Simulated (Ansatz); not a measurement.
MgPd:
```xyz
2
Lattice="3.1445 0.0000 0.0000 0.0000 3.1445 0.0000 0.0000 0.0000 3.1445" Properties=species:S:1:pos:R:3 pbc="T T T"
Mg     0.0000     0.0000     0.0000
Pd     1.5723     1.5723     1.5723
```

Relaxed with PBEsol. Special points in fractions of this cell's reciprocal vectors: Γ (0.000, 0.000, 0.000); X (0.000, 0.500, 0.000); M (0.500, 0.500, 0.000); R (0.500, 0.500, 0.500).

Task: List the band energies nearest the Fermi level at these points for PBEsol (plane waves, PAW; program Ansatz).

Result: In eV from the Fermi level; about four levels below and three above (degenerate sets whole), none deeper than 8.9 eV; points with the same levels are listed once.

```csv
k,below,above
Γ,-4.16 -4.16 -2.11 -2.11 -2.11,7.03 7.03 7.03
X,-2.90 -2.90 -2.01 -0.32,8.47 10.39 10.39
M,-2.78 -2.78 -1.39 -0.34 -0.34,2.63 5.25 13.30
R,-4.33 -4.33 -4.33 -1.35 -1.35,3.36 3.36 3.36
```

Space group Pm-3m (CsCl type). The first step of the workflow began from a Materials Project structure, measured or hypothetical; the Crystallography Open Database files this formula in space group No. 221, but the cells were not matched. Its standing as an ambient phase is unchecked. Symmetry was held in the PBEsol relaxation. At this level the phase is mechanically unstable. The run is not spin-polarised. Scalar-relativistic: spin–orbit coupling is off unless named, which matters more the heavier the elements.

Potentials: the later of the program's two PAW sets.
